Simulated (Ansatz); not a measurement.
input.yaml (Ansatz)

```yaml
crystal:
  lattice:
    - [2.8219048813, 0.0, 0.0]
    - [-1.4109524406, 2.4438413142, 0.0]
    - [0.0, 0.0, 4.7487710099]
  atoms:
    - { symbol: Pd, position: [0.3333333333, 0.6666666667, 0.25], spin: 0.5 }
    - { symbol: Pd, position: [0.6666666667, 0.3333333333, 0.75], spin: -0.5 }
hamiltonian:
  xc: pbesol
  pseudopotentials:
    kind: paw
    azcp:
      Pd: "pseudopotentials/Pd.paw.azcp"
basis:
  ecutwfc: 420
  fft_grid_basis: typed
kpoints:
  mp_grid: { grid: [15, 15, 8], shift: [0, 0, 0] }
magnetization:
  spin_polarized: true
scf:
  occupations: { method: fermi_dirac, width: 0.05 }
  lower_state_search: "off"
output:
  stress: true
```

and its output:

```
Warning: the record states the generating functional pbe (its physics header spells it `PBE`), which answers neither for hamiltonian.xc's functional nor for the pbesol family's — results may be inconsistent (PPs are generated against a specific XC)
Engine: ansatz 0.2.0, x86_64-unknown-linux-gnu
Pseudopotentials: kind: paw
Pseudopotential: Pd, paw, valence charge 18, recommended cutoff 420 eV (normal) 
Functional definition: PBEsol
  exchange = pbesol_x
  correlation = pbesol_c
Crystal: 2 atoms, lattice volume = 32.749 Å³
Basis set: ecut = 420 eV, 651 PW (Γ)
Bands: 23, of which v1, the nominal top of the filled ones, is band 18 counted from 1 (17 counted from 0)
Symmetry: 12 space group operations
Space group: P-6m2 (ITA 187), of the structure as read, at distance tolerance 3.2e-5 Å
Magnetic group: BNS 194.267 (UNI 1497), of the structure as read, at distance tolerance 3.2e-5 Å
k-points: 135 of 1800 (time reversal used)
Non-local potential: Pd, projectors of the file, l = 0: 2, l = 1: 2, l = 2: 2, l = 3: 1
PAW form: soft (Blöchl's): semilocal exchange-correlation on the pseudo side does not see the compensation charge
PAW frozen core: Pd, regenerated for the run's functional, and the local potential with it (the file was generated under x = pbe(κ = 0.804, μ = 0.2195149727645171), c = pbe(β = 0.06672455060314922))
PAW one-centre angular grid: Pd, 590 points (default); XC on 64 Gauss nodes
Initial density: superposition of atomic densities (chi_scale 0.1, normalization cell)
Starting moments: Σ|m| = 1 μB on 2 of 2 sites
Starting magnetic order: antiferromagnet; an inversion exchanges its spin sublattices: spin-degenerate at every k-point
Initial wavefunctions: pseudopotential atomic-orbital guess
Functional: x = pbesol(κ = 0.804, μ = 0.12345679012345678), c = pbesol(β = 0.046)
SCF iter   1: F=—  HF=-13815.380148 eV  |F-HF|=—  |Δ(HF+E_count)|=         —  Δρ=8.44e-2 (↑8.44e-2 ↓8.44e-2)  dr2=9.25e0  dr2_m=1.34e-1  M=-0.000 μB ∫|m|=0.407 μB  β_m=0.30  ethr=3.10e-3  ⟨swp⟩=5.2  Hψ=25567  notcnv=0
spin=Collinear: Kerker preconditioning applied to the charge; magnetization (m = ρ↑ − ρ↓) channel mixes plain (no charge-response kernel on spin).
SCF iter   2: F=—  HF=-13813.747019 eV  |F-HF|=—  |Δ(HF+E_count)|=    1.63e0  Δρ=4.83e-2 (↑4.83e-2 ↓4.83e-2)  dr2=2.91e0  dr2_m=7.85e-2  M=-0.000 μB ∫|m|=0.361 μB  β_m=0.30  ethr=3.10e-3  ⟨swp⟩=2.3  Hψ=12629  notcnv=0  defer=74
SCF iter   3: F=—  HF=-13813.026502 eV  |F-HF|=—  |Δ(HF+E_count)|=   7.21e-1  Δρ=1.98e-2 (↑1.98e-2 ↓1.98e-2)  dr2=1.26e-1  dr2_m=4.82e-2  M=-0.000 μB ∫|m|=0.316 μB  β_m=0.30  ethr=3.10e-3  ⟨swp⟩=2.2  Hψ=10778  notcnv=0  defer=74
SCF iter   4: F=—  HF=-13813.022613 eV  |F-HF|=—  |Δ(HF+E_count)|=   3.89e-3  Δρ=1.07e-2 (↑1.07e-2 ↓1.07e-2)  dr2=7.27e-3  dr2_m=3.22e-2  M=-0.000 μB ∫|m|=0.273 μB  β_m=0.30  ethr=3.51e-4  ⟨swp⟩=2.0  Hψ=13926  notcnv=0  defer=116
SCF iter   5: F=—  HF=-13813.025909 eV  |F-HF|=—  |Δ(HF+E_count)|=   3.30e-3  Δρ=8.67e-3 (↑8.67e-3 ↓8.66e-3)  dr2=1.54e-3  dr2_m=2.16e-2  M=-0.000 μB ∫|m|=0.237 μB  β_m=0.30  ethr=2.02e-5  ⟨swp⟩=2.1  Hψ=8172  notcnv=0  defer=116
...
iter 14 did not close the SCF: its close was put off for a magnetic moment that had not settled (scf_convergence_deferred on its scf_iter line)
SCF iter  14: F=-13813.035701 eV  HF=-13813.035701 eV  |F-HF|=5.84e-9  |Δ(HF+E_count)|=   1.13e-7  Δρ=3.75e-6 (↑3.75e-6 ↓3.67e-6)  dr2=8.37e-9  dr2_m=1.96e-9  M=-0.000 μB ∫|m|=0.000 μB  β_m=0.88  ethr=1.30e-10  ⟨swp⟩=3.5  Hψ=17450  notcnv=0
iter 15 did not close the SCF: its close was put off for a magnetic moment that had not settled (scf_convergence_deferred on its scf_iter line)
SCF iter  15: F=-13813.035701 eV  HF=-13813.035701 eV  |F-HF|=9.46e-11  |Δ(HF+E_count)|=  6.46e-10  Δρ=9.53e-7 (↑8.33e-7 ↓9.53e-7)  dr2=3.59e-10  dr2_m=1.69e-10  M=-0.000 μB ∫|m|=0.000 μB  β_m=0.94  ethr=2.32e-11  ⟨swp⟩=1.5  Hψ=17776  notcnv=0
SCF iter  16: F=-13813.035701 eV  HF=-13813.035701 eV  |F-HF|=1.46e-11  |Δ(HF+E_count)|=  5.82e-11  Δρ=2.57e-7 (↑2.57e-7 ↓2.20e-7)  dr2=2.56e-11  dr2_m=1.24e-11  M=-0.000 μB ∫|m|=0.000 μB  ethr=1.00e-12  ⟨swp⟩=1.0  Hψ=17159  notcnv=0
WARN: the starting moments were not kept: the SCF closed with an absolute magnetisation of 3.8e-5 μB, where they sum to 1 μB in size (2 sites). That is at most 0.1 of that sum. Measured as dr2_m measures the in/out step, that magnetisation stands 5.4e-10 eV from none, at or under the dr2_threshold of 1.0e-7 eV: it is no larger than a step whose dr2_m would equal this threshold. The system may hold no moment; this SCF shows only that its start led to no more than that. To try another start: raise the starting moments (crystal.atoms[].spin, magnetization.per_species, magnetization.initial_magnetization, or on a non-collinear deck that types none of these the spinor_matrix: blocks that start its atoms; where the total moment is fixed, keep their sum and leave initial_magnetization as it is; typed ones take the place of any that the run laid by itself, positive ones on a crystal's lanthanoids without a Hubbard term where scf.initial_density.shell_occupations: [] is typed) or, if the notice of its spin-set hold's release reads "site moments contracting" or "site moments show no strong build", lengthen the hold (scf.mixing.spin_hold: { on: { confirm: 4 } }; for m-r²SCAN on two components see the key's manual first). Each may lead to a state that holds a moment. A second SCF, from the converged charge density, with the starting moments and any scf.initial_density.shell_occupations laid on it anew, would have followed, and was not run: the deck does not ask for one (magnetization.retry_lost_moments is false, the default). To let it run, set magnetization.retry_lost_moments: true and run the deck again, where that key's refused combinations let it; where memory then withholds it, that run's warning says so.
SCF 1 converged in 16 iterations: F = -13813.035701 eV  dr2 = 2.56e-11
SCF converged after 16 iterations
Magnetization: -0.0000 μB (18.0000 up, 18.0000 down)
Absolute magnetization: 0.0000 μB (∫|ρ↑−ρ↓|, with the PAW one-centre terms)
Spin contamination: 0.0000 ħ² per cell (⟨S²⟩ above its minimum at these occupations)
Per-site moments (μB) at R_I (Å): [(-1.8135287272583842e-5, 1.1640357635197909), (-1.9704252874505396e-5, 1.1640357635197909)]
Free energy (F): -13813.035701 eV
Harris-Foulkes:  -13813.035701 eV  (|F-HF|=1.46e-11)
Internal energy: -13812.988115 eV  (E = F + TS)
E sigma→0 (E₀):  -13813.011908 eV
Entropy (-TS):   -0.047586 eV (-23.793 meV/atom)
Fermi energy:    17.018784 eV
--- Per-component energies (eV) ---
  E_band       = -360.226557
  E_kinetic    = 1022.194720
  E_local      = -3789.955221  (includes V_loc(G=0)·N_el)
  E_nonlocal   = 439.246331
  E_hartree    = 1523.163789
  E_xc         = -332.888757
  E_vxc        = -419.031475  (∫ρ·V_xc dr)
  E_paw        = -7369.614871  (= ΣΔE_a)
  E_vpaw       = -659.008822  (= ΣTr[D̂ρ^β])
  E_aug_tail   = 0.000353  (compensation charges beyond the density's cutoff)
  E_ewald      = -5305.739506
  E_core_change = 0.605048  (= ΣΔE_core)
  E_smearing   = -0.047586  (= −TS)
  E_closure    = -0.000000  (closes the sum)
  Σ components = -13813.035701   (vs F -13813.035701, Δ=0.00e0)
--- Stress (GPa, compression-positive) ---
      -16.743859       0.000000      -0.000000
        0.000000     -16.743859      -0.000000
       -0.000000      -0.000000     -16.646634
  P = ⅓ Tr σ = -16.7115 GPa (-167.115 kbar)
```
